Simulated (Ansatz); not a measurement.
**Gd (P63/mmc): spiral energies by the generalised Bloch theorem**

```yaml
crystal:
  lattice:
    - [3.63600, 0.00000, 0.00000]
    - [-1.81800, 3.14887, 0.00000]
    - [0.00000, 0.00000, 5.78260]
  atoms:
    - { symbol: Gd, position: [0.33333, 0.66667, 0.25000] }
    - { symbol: Gd, position: [0.66667, 0.33333, 0.75000] }
```

Geometry: a structure as deposited in COD; nothing is relaxed.

Functional, mesh and filling: PBE, 8×8×12 k mesh, Fermi–Dirac smearing of 0.05 eV. PAW means Ansatz 0.2.0 on its default frozen-core files; LAPW is all-electron LAPW in Ansatz 0.2.0. Site moments are integrated in spheres about the atoms, whose radii differ between the methods. Start moments of the first PAW run (μB): Gd1 7.4, Gd2 7.4.

Flat spirals without spin–orbit coupling: moments start in the xy plane and turn about z by q·R from cell to cell, and their directions inside a cell are free. q runs from Γ to A = (0.000, 0.000, 0.500) in reciprocal cell vectors. Energies count from each method's run at q = 0. Each q is a vector of the k mesh, and the mesh is shifted by q/2 where needed, so that both spin components are sampled on the same points as at q = 0. In Ansatz a GGA is taken by the program's default for non-collinear spins.

Problem. Where along the line is the energy lowest?

Solution. The lowest point lies at 0.500 of the way, 5.6 meV/cell under q = 0, so a modulated state wins along this line.
```csv
fraction of Γ–A,|q| (1/Å),ΔF PAW (meV/cell),ΔF LAPW (meV/cell),"largest moment, PAW (μB)"
0.000,0.000,0.0,0.0,7.35
0.167,0.091,-1.0,–,7.35
0.333,0.181,-3.6,–,7.34
0.500,0.272,-5.6,-5.6,7.33
0.667,0.362,-4.8,–,7.33
0.833,0.453,-2.3,–,7.33
1.000,0.543,-1.6,-1.5,7.33
```

Problem. The line ends at half a reciprocal vector. Fit ΔF(f) = A₁(1 − cos πf) + A₂(1 − cos 2πf) to the PAW points, leaving out f = 0.167. What does it give?

Solution. A₁ = -0.7 and A₂ = -2.4 meV/cell, with a worst miss of 0.3 meV. At f = 0.167 the fit gives -1.3 meV against the computed -1.0. In a Heisenberg model A₁ and A₂ sum the couplings to the first and second lattice planes normal to q.

Problem. A further pair of PAW runs: spiral at 0.167 of the way from Γ to A, locally collinear functional, against the same at q = 0. What is the energy difference?

Solution. -0.4 meV/cell, with a largest moment of 7.35 μB.

Without U a semilocal functional puts the f levels too near the Fermi level, which can change moments and the order of magnetic states; site and cell moments are spin moments. Spin–orbit coupling is left out although heavy atoms are present. In at least one run the program's final test of stability wasn't made or came to no verdict. With open f shells a run can end in a state that isn't the lowest. These are results for the start and cell typed. The real compound can order otherwise, in a larger cell, or not at all, since semilocal functionals at zero temperature often overstate magnetism.
